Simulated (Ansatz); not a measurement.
Course of a relaxation: B6I

A trial structure of B6I was built thus: random cell by space group and Wyckoff sites (P-3m1, No. 164). Lengths were set from tabulated atomic sizes, so they are only a guess.

```cif
data_structure
_symmetry_space_group_name_H-M 'P 1'
_symmetry_Int_Tables_number 1
_cell_length_a 4.3018
_cell_length_b 4.3018
_cell_length_c 5.7635
_cell_angle_alpha 90.000
_cell_angle_beta 90.000
_cell_angle_gamma 120.000
_cell_volume 92.37
loop_
_atom_site_label
_atom_site_type_symbol
_atom_site_fract_x
_atom_site_fract_y
_atom_site_fract_z
_atom_site_occupancy
B1 B 0.23053 0.76947 0.72691 1
B2 B 0.23053 0.46105 0.72691 1
B3 B 0.53895 0.76947 0.72691 1
B4 B 0.76947 0.23053 0.27309 1
B5 B 0.46105 0.23053 0.27309 1
B6 B 0.76947 0.53895 0.27309 1
I1 I 0.00000 0.00000 0.50000 1
```

Level of theory: Ansatz 0.2.0, DFT PBE, scalar-relativistic, plane waves, PAW. Cutoff 420 eV, Gaussian smearing, Γ-centred meshes. Cell and atoms relax first on a coarse mesh and then on a finer one. In between, the cell is made exact in the group found at 0.06 Å. In metals the finer mesh still leaves noise of several meV/atom or more. The steps can't lower the symmetry of their start. No spin polarisation.

Steps on the 6×6×4 mesh (7 atoms, 10 steps). The free energy counts from the last step; the plane-wave basis is renewed at times, which shifts energy and pressure.

| step | ΔF (meV/atom) | V (Å³/atom) | P (GPa) | largest force component (eV/Å) |
| --- | --- | --- | --- | --- |
| 1 | 980.4 | 13.20 | 55.68 | 13.395 |
| 2 | 323.1 | 14.70 | 24.67 | 5.552 |
| 3 | 96.5 | 16.30 | 8.20 | 1.516 |
| 4 | 42.2 | 17.83 | 2.20 | 0.188 |
| 5 | 31.1 | 19.23 | 0.04 | 0.206 |
| 6 | 29.8 | 18.85 | 0.06 | 0.029 |
| 7 | 6.1 | 18.85 | 1.28 | 0.008 |
| 8 | 2.1 | 19.95 | -0.23 | 0.066 |
| 9 | 1.2 | 20.25 | 0.05 | 0.019 |
| 10 | 0.0 | 20.25 | 0.05 | 0.021 |

The relaxed structure, after a last relaxation on the converged mesh:

```
CELL_PARAMETERS angstrom
5.23185 0.00000 0.00000
-2.61593 4.53092 0.00000
0.00000 0.00000 6.37094
ATOMIC_POSITIONS crystal
B 0.23347 0.76653 0.67596
B 0.23347 0.46695 0.67596
B 0.53305 0.76653 0.67596
B 0.76653 0.23347 0.32404
B 0.46695 0.23347 0.32404
B 0.76653 0.53305 0.32404
I 0.00000 0.00000 0.50000
```

The symmetry stays P-3m1 (No. 164). The volume per atom grows by 63.5 %, from 13.2 to 21.6 Å³. The shortest distance goes from 1.33 Å (B–B) to 1.57 Å (B–B). The energy falls by about 0.98 eV/atom (the start's value is from the coarse mesh). B has 2 B at 1.57 Å and 1 I at 2.39 Å; around I lie 6 B at 2.39 Å.

```
Volume per atom                            : 21.6 Å³
Density                                    : 2.1 g/cm³
Energy over the elements                   : +1.94 eV/atom
Gap on the 12×12×6 mesh of the 7-atom cell : 0 eV (a metal)
```

The zero of energy is the elements' standard structures at the same level; no fitted shifts are applied.

The last run used Gaussian smearing of 0.10 eV. No dispersion correction is applied, so the spacing and binding between layers, chains or molecules are poorly described. Spin–orbit coupling, which can matter for I, is left out. The cell is a metal run without spin; a magnetic state may lie lower. The reference form of I is held partly by dispersion forces, which this level lacks. A structure relaxed within its symmetry needn't be a true minimum. In all, the 4 runs took 2.7 min on 1 thread of INTEL(R) XEON(R) PLATINUM 8581C CPU @ 2.30GHz (Emerald Rapids), with other jobs on the host.
